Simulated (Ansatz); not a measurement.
Cu Kα1 powder pattern (kinematic, no thermal factors).
| 2θ (°) | relative intensity |
| --- | --- |
| 19.09 | 7 |
| 26.43 | 17 |
| 27.81 | 20 |
| 31.64 | 14 |
| 33.95 | 17 |
| 38.74 | 13 |
| 42.62 | 87 |
| 44.44 | 100 |
| 45.79 | 28 |
| 48.35 | 59 |
| 49.19 | 11 |
| 54.42 | 1 |
| 56.72 | 4 |
| 59.67 | 3 |
| 61.11 | 2 |
| 62.20 | 5 |
| 64.31 | 2 |
| 64.33 | 5 |
| 66.08 | 2 |
| 67.08 | 10 |
| 68.43 | 6 |
| 71.45 | 4 |
| 71.47 | 8 |
| 73.14 | 14 |
| 75.39 | 4 |
| 76.38 | 10 |
| 78.31 | 11 |
| 78.95 | 16 |
| 83.11 | 14 |
| 85.02 | 3 |
| 86.61 | 2 |
| 87.53 | 3 |
| 87.89 | 4 |
| 89.74 | 3 |

The pattern is computed from a structure relaxed with DFT PBE, scalar-relativistic, plane waves, PAW in Ansatz. No spin polarisation. Its elements are Ni, Si, Ti.

Question: Give the structure.

Answer: TiSi₄Ni₃.
Space group R3:H (No. 146). a = 6.412 Å, b = 6.412 Å, c = 8.477 Å, α = 90.00°, β = 90.00°, γ = 120.00°
| atom | site | symmetry | x | y | z |
| --- | --- | --- | --- | --- | --- |
| Ti | 3a | 3. | 0.3333 | 0.6667 | 0.0282 |
| Si | 9b | 1 | 0.2179 | 0.9617 | 0.1142 |
| Si | 3a | 3. | 0.3333 | 0.6667 | 0.3254 |
| Ni | 9b | 1 | 0.4374 | 0.3540 | 0.2124 |

A pattern alone doesn't exclude other cells with like lines; this is the one computed.

It was reached by relaxing an invented guess, and it needn't be the stable form of this composition.
